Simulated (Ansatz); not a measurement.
# Is this Ir2Ru structure a true minimum?

The cell was found from a structure generator's guess, not taken from experiment.

Method: DFT PBE, scalar-relativistic, plane waves, PAW in Ansatz. Cutoff 420 eV; k points 18×18×4 on the computed 6-atom cell (Γ-centred); Gaussian smearing, width 0.10 eV; no spin polarisation.

The cell below (6 atoms, space group P-3m1 (No. 164)) is relaxed within its symmetry.

```cif
data_structure
_symmetry_space_group_name_H-M 'P 1'
_symmetry_Int_Tables_number 1
_cell_length_a 2.7410
_cell_length_b 2.7410
_cell_length_c 13.1729
_cell_angle_alpha 90.000
_cell_angle_beta 90.000
_cell_angle_gamma 120.000
_cell_volume 85.71
loop_
_atom_site_label
_atom_site_type_symbol
_atom_site_fract_x
_atom_site_fract_y
_atom_site_fract_z
_atom_site_occupancy
Ru1 Ru 0.66667 0.33333 0.92050 1
Ru2 Ru 0.33333 0.66667 0.07950 1
Ir1 Ir 0.66667 0.33333 0.24452 1
Ir2 Ir 0.66667 0.33333 0.58466 1
Ir3 Ir 0.33333 0.66667 0.75548 1
Ir4 Ir 0.33333 0.66667 0.41534 1
```

For the test a repeat of it with 12 atoms (edges 2.74, 4.75, 13.17 Å) was strained at random (σ = 1.5 % a component), the atoms were moved at random (σ = 0.10 Å), and all was relaxed again on a coarse 8×6×2 mesh (in the run’s order of axes) with 0.20 eV smearing, with no symmetry imposed.

These runs have no spin–orbit coupling, which can matter for Ir.

Question: What happens?

Answer: It returns, within 1 meV/atom of the unmoved cell on that mesh and with the same symmetry when read at 0.1 Å (C2/m at 0.01 Å, so small strains and shifts remain). So it is stable against the distortions that fit this cell and that this random move excites. Modes that don't fit the cell aren't tested.
